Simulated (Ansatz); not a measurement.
The start is a generated cell, ZrC placed in the AFLOW prototype AB_oP8_62_c_c (B16, as in GeS). Cell shape, volume and atoms are optimised at zero target pressure with PBEsol (plane waves to 420 eV, PAW, scalar-relativistic; Ansatz, an electronic-structure program). The first steps use a coarse 3×7×6 k-mesh.

Input geometry:
```yaml
crystal:
  lattice:
    - [8.99520, 0.00000, 0.00000]
    - [0.00000, 3.14228, 0.00000]
    - [0.00000, 0.00000, 3.70340]
  atoms:
    - { symbol: C, position: [0.37500, 0.25000, 0.33300] }
    - { symbol: C, position: [0.87500, 0.25000, 0.16700] }
    - { symbol: C, position: [0.62500, 0.75000, 0.66700] }
    - { symbol: C, position: [0.12500, 0.75000, 0.83300] }
    - { symbol: Zr, position: [0.13900, 0.25000, 0.38900] }
    - { symbol: Zr, position: [0.63900, 0.25000, 0.11100] }
    - { symbol: Zr, position: [0.86100, 0.75000, 0.61100] }
    - { symbol: Zr, position: [0.36100, 0.75000, 0.88900] }
```

Q: What pressure does the first self-consistent step give?

A: +3 GPa (positive: the cell is compressed).

Q: Which atoms feel the largest initial force, and how large is it?

A: About 2.0 eV/Å, on Zr5, Zr6, Zr7, Zr8 (atoms numbered as listed).

Q: What symmetry does the relaxed structure have?

A: The space group goes from Pnma (No. 62) to Fm-3m (No. 225); the end is rock salt type, with 2 atoms in the primitive cell.

Q: How does the volume per atom move from start to end?

A: -2.8 %, from 13.08 to 12.72 Å³/atom.

Q: How do the shortest distances between atoms change?

A: The closest pairs of elements (up to four, under 3.6 Å), start → end: C–Zr 2.13 → 2.33 Å; C–C 3.01 → 3.30 Å; Zr–Zr 3.07 → 3.30 Å.

Q: Is the relaxed structure metallic? Give its gap.

A: No gap (metallic).

Q: Give the final cell and atomic positions.

A: 
Space group Fm-3m (No. 225); a = b = c = 4.6690 Å, α = β = γ = 90.00°

| atom | site | symmetry | x | y | z |
|---|---|---|---|---|---|
| C | 4b | m-3m | 0.5000 | 0.5000 | 0.5000 |
| Zr | 4a | m-3m | 0.0000 | 0.0000 | 0.0000 |
(The calculation used a cell of 2 atoms; values per cell refer to that cell.)

Final values are on a 17×17×17 k-mesh of the relaxed cell. No spin polarisation in the result.

The run could not lose the symmetry of its start.
